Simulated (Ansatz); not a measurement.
# Find the missing element

Cell vectors (Å):

```
3.9933 0.0000 0.0000
0.0000 3.9933 0.0000
0.0000 0.0000 3.9933
```

| atom | a | b | c |
| --- | --- | --- | --- |
| X | 0.0000 | 0.0000 | 0.0000 |
| Zn | 0.5000 | 0.5000 | 0.5000 |

All numbers below come from PBEsol, all-electron LAPW in Ansatz 0.2.0, scalar-relativistic. k mesh 10×10×10, Fermi-Dirac smearing of 0.100 eV.

Harmonic phonons of a crystal by Kohn-Sham DFT at the given cell, standard atomic masses, acoustic sum rule imposed; negative wavenumbers are unstable modes.

```
point  q a (r.l.u.)  q b (r.l.u.)  q c (r.l.u.)  branch  phonon wavenumber (cm⁻¹)
Gamma             0             0             0       4                     105.1
    X           0.5             0             0       1                      59.1
    X           0.5             0             0       3                      71.4
    X           0.5             0             0       4                      84.3
    X           0.5             0             0       5                      91.5
    M           0.5           0.5             0       1                        36
    M           0.5           0.5             0       3                      51.2
    M           0.5           0.5             0       4                      86.8
    M           0.5           0.5             0       6                      89.8
    R           0.5           0.5           0.5       1                      66.6
    R           0.5           0.5           0.5       4                      81.2
```

Q: All X atoms are one element. Which one was computed?

A: Ba; the crystal is BaZn (Pm-3m, a database entry that needn't be its stable phase).

Known limits: responses of metals move with mesh and smearing.
